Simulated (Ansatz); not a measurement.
PbSe (rock salt, Fm-3m), PBE+D3(BJ) in the plane-wave PAW code Ansatz. The conduction-band minimum lies at R, with 1 equivalent valley. Second derivatives d²E/dk² of the lowest band at one valley (eV·Å²), along Cartesian directions:

```tsv
direction	d²E/dk²
[100]	67.49
[010]	64.70
[001]	63.91
[110]	63.70
[101]	67.45
[011]	63.28
```

### Question
Find the principal effective masses, the density-of-states mass and the conductivity mass.

### Answer
Off-diagonal terms follow from H_xy = H[110] − (H_xx + H_yy)/2, and m*/mₑ = 7.620 eV·Å² over each eigenvalue: 0.11, 0.12, 0.12. One valley's DOS mass (m₁m₂m₃)^(1/3) = 0.12, conductivity mass 3/(Σ 1/mᵢ) = 0.12 mₑ.

### Question
What effective density of states Nc follows at 300 K for parabolic valleys?

### Answer
Nc = 2.509e19 × 1 × (0.12)^(3/2) ≈ 1.0e18 cm⁻³.

Symmetry was held in the PBE+D3(BJ) relaxation; of distortions, only those at the zone centre were tested. Point labels and valley counts follow the cell and symmetry of the run, lower than the named group. Scalar-relativistic: spin–orbit coupling is off unless named, which matters more the heavier the elements.

Potentials: the later of the program's two PAW sets.

Edges and masses are those of Kohn–Sham bands, whose gap is no quasiparticle gap.
